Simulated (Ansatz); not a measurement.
The elements of this relaxed trial crystal are hidden behind letters.

```
lattice vectors (Å)
   0.0000    2.1676    2.1676
   2.1676    0.0000    2.1676
   2.1676    2.1676    0.0000
fractional positions
X 0.7500 0.7500 0.7500
X 0.5000 0.5000 0.5000
Z 0.0000 0.0000 0.0000
```

Computed with DFT PBE, scalar-relativistic, plane waves, PAW in Ansatz. The final run on the 3-atom cell used 420 eV, a Γ-centred 18×18×18 mesh, 0.10 eV smearing and no spin polarisation.

```
Space group                                 : F-43m (No. 216)
Conventional cell                           : a = 4.335 Å
Volume per atom                             : 6.79 Å³
Density                                     : 7.99 g/cm³
Formation energy                            : +0.24 eV/atom
Gap on the 18×18×18 mesh of the 3-atom cell : 0 eV (a metal)
```

Energies are uncorrected and count from the elements' standard states at the same level.

Task: X is an s-block element of period 1 and Z is a d-block element of period 5. Which elements are they?

Result: X = H, Z = Mo, so the formula is MoH2. Density times volume gives a mean mass of 7.99 × 6.79/1.6605 = 32.7 u per atom, and this set has 32.7 u. Among the elements that the hints allow, only these give it. Around H on its first site lie 4 H at 1.88 Å and 4 Mo at 1.88 Å; H on its second site has 4 H at 1.88 Å and 6 Mo at 2.17 Å; Mo has 4 H at 1.88 Å and 6 H at 2.17 Å.

A structure relaxed within its symmetry needn't be a true minimum. Another cell of MoH2 relaxed alike, in Fm-3m, lies 169 meV/atom lower, so this cell isn't the stable form at this level.
